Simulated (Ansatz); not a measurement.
# How far is PAW off for BiIr?

```
Ir Bi
1.0
     0.05625    2.84066    2.84066
     2.84066    0.05625    2.84066
     2.84066    2.84066    0.05625
Ir Bi
1 1
Direct
  0.00000 0.00000 0.00000
  0.50000 0.50000 0.50000
```

Atom numbers follow the list: Ir1, Bi2.

The cell was built from the rocksalt type and relaxed in the same program; it needn't be a known or the stable phase. The listed cell was then made from it by scaling, straining or moving an atom.

Spin–orbit coupling is left out, though it moves levels of the heavy atoms by tenths of an eV or more.

Methods: DFT, PBE, PAW with Ansatz's default frozen-core files, scalar-relativistic (Ansatz 0.2.0); DFT, PBE, all-electron PAW with datasets made for the crystal, scalar-relativistic (Ansatz 0.2.0); DFT, PBE, all-electron LAPW, scalar-relativistic (Ansatz 0.2.0).

For PAW: a Γ-centred 12×12×12 k mesh, Fermi–Dirac smearing of 0.08 eV, cutoff 420 eV, no spin polarisation. The crystal-made all-electron datasets (AE datasets) take a cutoff of 260 eV at this cell. LAPW targets a basis error of 0.5 meV/atom. The Ansatz runs share mesh, smearing and spin set-up. Plane-wave (PAW) pressures include the program's estimate of the Pulay term.

Stress and pressure are positive in compression.

The change that made this cell: equal xy, yz and zx engineering shear strains of +2 %.

No spin–orbit coupling: at heavy atoms the gradients can be off by tens of per cent for that reason.

In a metal, gradients converge slowly with the k mesh: the values move by tens of per cent from one mesh to another, at times in sign, so only the comparison on one mesh counts.

```json
{"quantity": "pressure (GPa)", "PAW": "0.05", "AE datasets": "0.05", "LAPW": "0.05"}
{"quantity": "stress yz (GPa)", "PAW": "-0.30", "AE datasets": "-0.30", "LAPW": "-0.30"}
{"quantity": "stress xz (GPa)", "PAW": "-0.30", "AE datasets": "-0.30", "LAPW": "-0.30"}
{"quantity": "stress xy (GPa)", "PAW": "-0.30", "AE datasets": "-0.30", "LAPW": "-0.30"}
{"quantity": "field gradient Vzz at Bi2 (10²¹ V/m²)", "PAW": "-2.23", "AE datasets": "-2.27", "LAPW": "–"}
```
